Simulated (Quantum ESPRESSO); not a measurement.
## Zr2WF2O6 (input and log of a self-consistent run)

Simulated, not a measurement. The program is pw.x of Quantum ESPRESSO 7.5 (plane-wave density functional theory). The cell is made up: 11 atoms on a rutile lattice with one site empty, with randomly drawn elements, strain and displacements, not relaxed. PseudoDojo standard norm-conserving files (v0.5 for PBE, v0.4.1 for LDA and PBEsol) set the functional; there is no spin polarisation, spin-orbit coupling or dispersion term, and the masses in the input are unused placeholders.

Input:

```
&control calculation='scf', pseudo_dir='./dojo.nc.sr.pbe.v0_5.standard.upf', outdir='./o', disk_io='low', tprnfor=.true., tstress=.true. /
&system ibrav=0, nat=11, ntyp=4, nbnd=50, ecutwfc=107.82251126, nosym=.true., tot_charge=0,
 occupations='smearing', smearing='fd', degauss=0.0018374661
/
&electrons conv_thr=7.350e-09, electron_maxstep=60, /
ATOMIC_SPECIES
F 1.0 F.upf
O 1.0 O.upf
W 1.0 W.upf
Zr 1.0 Zr.upf
CELL_PARAMETERS angstrom
4.9849 0.0 0.0
0.0 4.9849 0.0
0.0 0.0 6.6533
ATOMIC_POSITIONS angstrom
Zr 0.047 0.0406 -0.0142
Zr -0.0618 -0.0624 3.2845
W 2.5005 2.5881 4.9764
F 1.5539 1.5772 -0.044
O 3.4356 3.4906 -0.0024
O 3.9805 1.0069 1.5629
F 0.9634 3.8698 1.7329
O 1.5394 1.4162 3.3787
O 3.4714 3.503 3.2775
O 3.9048 0.9285 5.0947
O 0.9085 4.0629 5.0011
K_POINTS automatic
7 7 6 1 1 1
```

The log is shortened where brackets say so; the opening notice, blank lines, dates and the lines on written files are dropped, and the path of the files is cut. It prints rydbergs, bohrs and kilobars, and counts compression as positive stress. With no partly filled state, the Fermi energy that it prints is only some level between the filled and the empty states on the mesh, and need not lie in the true gap.

```
     Program PWSCF v.7.5
     Parallel version (MPI & OpenMP), running on       4 processor cores
     Number of MPI processes:                 4
     Threads/MPI process:                     1
     [start-up lines left out]
     bravais-lattice index     =            0
     lattice parameter (alat)  =       9.4201  a.u.
     unit-cell volume          =    1115.6979 (a.u.)^3
     number of atoms/cell      =           11
     number of atomic types    =            4
     number of electrons       =        88.00
     number of Kohn-Sham states=           50
     kinetic-energy cutoff     =     107.8225  Ry
     charge density cutoff     =     431.2900  Ry
     scf convergence threshold =      7.3E-09
     mixing beta               =       0.7000
     number of iterations used =            8  plain     mixing
     Exchange-correlation= PBE
                           (   1   4   3   4   0   0   0)
     [axes and pseudopotential details left out]
   Cartesian axes
     site n.     atom                  positions (alat units)
         1        Zr     tau(   1) = (   0.0094285   0.0081446  -0.0028486  )
         2        Zr     tau(   2) = (  -0.0123974  -0.0125178   0.6588898  )
         3        W      tau(   3) = (   0.5016149   0.5191879   0.9982949  )
         4        F      tau(   4) = (   0.3117214   0.3163955  -0.0088267  )
         5        O      tau(   5) = (   0.6892014   0.7002347  -0.0004815  )
         6        O      tau(   6) = (   0.7985115   0.2019900   0.3135269  )
         7        F      tau(   7) = (   0.1932637   0.7763044   0.3476298  )
         8        O      tau(   8) = (   0.3088126   0.2840980   0.6777869  )
         9        O      tau(   9) = (   0.6963831   0.7027222   0.6574856  )
        10        O      tau(  10) = (   0.7833256   0.1862625   1.0220265  )
        11        O      tau(  11) = (   0.1822504   0.8150414   1.0032498  )
     number of k points=   147  Fermi-Dirac smearing, width (Ry)=  0.0018
     Number of k-points >= 100: set verbosity='high' to print them.
     Dense  grid:   168583 G-vectors     FFT dimensions: (  64,  64,  90)
     Estimated max dynamical RAM per process >     858.72 MB
     Estimated total dynamical RAM >       3.23 GB
     Initial potential from superposition of free atoms
     starting charge      87.9947, renormalised to      88.0000
     Starting wfcs are   62 randomized atomic wfcs
     total cpu time spent up to now is       20.3 secs
     per-process dynamical memory:   763.3 Mb
     Self-consistent Calculation
     iteration #  1     ecut=   107.82 Ry     beta= 0.70
     Davidson diagonalization with overlap
     ethr =  1.00E-02,  avg # of iterations =  2.0
     total cpu time spent up to now is       62.2 secs
     total energy              =    -648.19330749 Ry
     estimated scf accuracy    <       6.24326969 Ry
     iteration #  2     ecut=   107.82 Ry     beta= 0.70
     Davidson diagonalization with overlap
     ethr =  7.09E-03,  avg # of iterations =  6.8
     total cpu time spent up to now is      134.4 secs
     total energy              =    -644.62743868 Ry
     estimated scf accuracy    <      62.89768594 Ry
     iteration #  3     ecut=   107.82 Ry     beta= 0.70
     Davidson diagonalization with overlap
     ethr =  7.09E-03,  avg # of iterations =  6.0
     total cpu time spent up to now is      205.9 secs
     total energy              =    -651.50523826 Ry
     estimated scf accuracy    <       3.28281482 Ry
     iteration #  4     ecut=   107.82 Ry     beta= 0.70
     Davidson diagonalization with overlap
     ethr =  3.73E-03,  avg # of iterations =  2.0
     total cpu time spent up to now is      251.0 secs
     total energy              =    -651.86530097 Ry
     estimated scf accuracy    <       0.49256885 Ry
     iteration #  5     ecut=   107.82 Ry     beta= 0.70
     Davidson diagonalization with overlap
     ethr =  5.60E-04,  avg # of iterations =  2.9
     total cpu time spent up to now is      295.5 secs
     total energy              =    -651.87612070 Ry
     estimated scf accuracy    <       0.23795923 Ry
     [iterations 6 to 15 left out]
     iteration # 16     ecut=   107.82 Ry     beta= 0.70
     Davidson diagonalization with overlap
     ethr =  1.45E-09,  avg # of iterations =  2.2
     total cpu time spent up to now is      853.5 secs
     total energy              =    -651.88970811 Ry
     estimated scf accuracy    <       0.00000109 Ry
     iteration # 17     ecut=   107.82 Ry     beta= 0.70
     Davidson diagonalization with overlap
     ethr =  1.23E-09,  avg # of iterations =  2.0
     total cpu time spent up to now is      895.3 secs
     total energy              =    -651.88970823 Ry
     estimated scf accuracy    <       0.00000023 Ry
     iteration # 18     ecut=   107.82 Ry     beta= 0.70
     Davidson diagonalization with overlap
     ethr =  2.67E-10,  avg # of iterations =  4.0
     total cpu time spent up to now is      942.1 secs
     total energy              =    -651.88970827 Ry
     estimated scf accuracy    <       0.00000004 Ry
     iteration # 19     ecut=   107.82 Ry     beta= 0.70
     Davidson diagonalization with overlap
     ethr =  4.72E-11,  avg # of iterations =  5.0
     total cpu time spent up to now is      997.9 secs
     total energy              =    -651.88970828 Ry
     estimated scf accuracy    <       0.00000006 Ry
     iteration # 20     ecut=   107.82 Ry     beta= 0.70
     Davidson diagonalization with overlap
     ethr =  4.72E-11,  avg # of iterations =  2.0
     total cpu time spent up to now is     1039.7 secs
     End of self-consistent calculation
     Number of k-points >= 100: set verbosity='high' to print the bands.
     the Fermi energy is     6.1905 ev
!    total energy              =    -651.88970828 Ry
     estimated scf accuracy    <          6.1E-09 Ry
     smearing contrib. (-TS)   =      -0.00000000 Ry
     internal energy E=F+TS    =    -651.88970828 Ry
     The total energy is F=E-TS. E is the sum of the following terms:
     one-electron contribution =    -252.57410812 Ry
     hartree contribution      =     163.34537382 Ry
     xc contribution           =    -144.04086506 Ry
     ewald contribution        =    -418.62010893 Ry
     convergence has been achieved in  20 iterations
     Forces acting on atoms (cartesian axes, Ry/au):
     atom    1 type  4   force =    -0.12119627    0.02116628    0.11612299
     atom    2 type  4   force =    -0.02353565    0.08068292   -0.09099102
     atom    3 type  3   force =     0.07979919    0.02678194   -0.10655325
     atom    4 type  1   force =     0.00103357    0.00867335   -0.05898003
     atom    5 type  2   force =    -0.04186812   -0.04582968   -0.18255537
     atom    6 type  2   force =     0.11588054   -0.10751563    0.00080917
     atom    7 type  1   force =    -0.03382970    0.04722840   -0.01175907
     atom    8 type  2   force =     0.02723098    0.06117191    0.16607051
     atom    9 type  2   force =    -0.07223645   -0.06960110    0.19011788
     atom   10 type  2   force =    -0.02842239    0.07341767   -0.01645058
     atom   11 type  2   force =     0.09714431   -0.09617607   -0.00583123
     Total force =     0.484870     Total SCF correction =     0.000188
     Computing stress (Cartesian axis) and pressure
          total   stress  (Ry/bohr**3)                   (kbar)     P=     -215.82
  -0.00121092   0.00011931  -0.00022238         -178.13       17.55      -32.71
   0.00011931  -0.00124623  -0.00020556           17.55     -183.33      -30.24
  -0.00022238  -0.00020556  -0.00194413          -32.71      -30.24     -285.99
     init_run     :     19.30s CPU     19.78s WALL (       1 calls)
     electrons    :   1012.04s CPU   1019.41s WALL (       1 calls)
     forces       :      6.14s CPU      6.18s WALL (       1 calls)
     stress       :     23.06s CPU     23.63s WALL (       1 calls)
     [timing details left out]
     PWSCF        :  17m41.20s CPU  17m49.81s WALL
     JOB DONE.
```

In other units: free energy -8869.411 eV for the cell, pressure -21.58 GPa, largest force component 4.888 eV/Å. This run is the check on a run of the same cell at a cutoff of 1143 eV and k mesh 5 x 5 x 4: rerunning at a cutoff of 1467 eV and k mesh 7 x 7 x 6 moved values by no more than 0.005 eV in energy, 0.02 GPa in stress and 0.002 eV/Å in force.